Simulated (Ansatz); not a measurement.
Stability checks on a candidate for Zn4Se3S

The structure comes from a generated guess, relaxed at this level; another structure or a mixture of phases may lie lower.

Level of theory: Ansatz 0.2.0, DFT PBE, scalar-relativistic, plane waves, PAW. The final run on the 8-atom cell used 420 eV, a Γ-centred 8×8×4 mesh, 0.02 eV smearing and no spin polarisation.

```yaml
crystal:
  lattice:
    - [4.00308, 0.00000, 0.00000]
    - [0.00000, 4.00308, 0.00000]
    - [0.00000, 0.00000, 11.31617]
  atoms:
    - { symbol: Zn, position: [0.50000, 0.00000, 0.88484] }
    - { symbol: Zn, position: [0.00000, 0.50000, 0.11516] }
    - { symbol: Zn, position: [0.50000, 0.00000, 0.37156] }
    - { symbol: Zn, position: [0.00000, 0.50000, 0.62843] }
    - { symbol: Se, position: [0.50000, 0.50000, 0.24342] }
    - { symbol: Se, position: [0.00000, 0.00000, 0.50000] }
    - { symbol: Se, position: [0.50000, 0.50000, 0.75658] }
    - { symbol: S, position: [0.00000, 0.00000, 0.00000] }
```

Energies over the elements count from the elements' standard structures at the same level, with no fitted energy shifts.

**Question.** These tests were run: energy against the elements; random kick, then relaxation without symmetry; phonons on a 2×2×1 q mesh; elastic tensor. What do they show?

**Answer.**

```
                                         test                                                                                    result
                  energy against the elements                                                                            −0.734 eV/atom
random kick, then relaxation without symmetry                                                                                   returns
                    phonons on a 2×2×1 q mesh  no imaginary mode on the mesh, but the interpolation dips to 16i cm⁻¹ between its points
                               elastic tensor                                                                   least eigenvalue 18 GPa
```

It fails none of these tests outright. Other phases of the system weren't compared here, so this isn't yet thermodynamic stability. Undecided within the accuracy: phonons on a 2×2×1 q mesh.

The reference forms of S and Se are held partly by dispersion forces, which this level lacks. The kick test ran on a coarse mesh. The run for the phonons used an 8×8×4 k mesh. The run for the elastic tensor used an 8×8×4 k mesh.
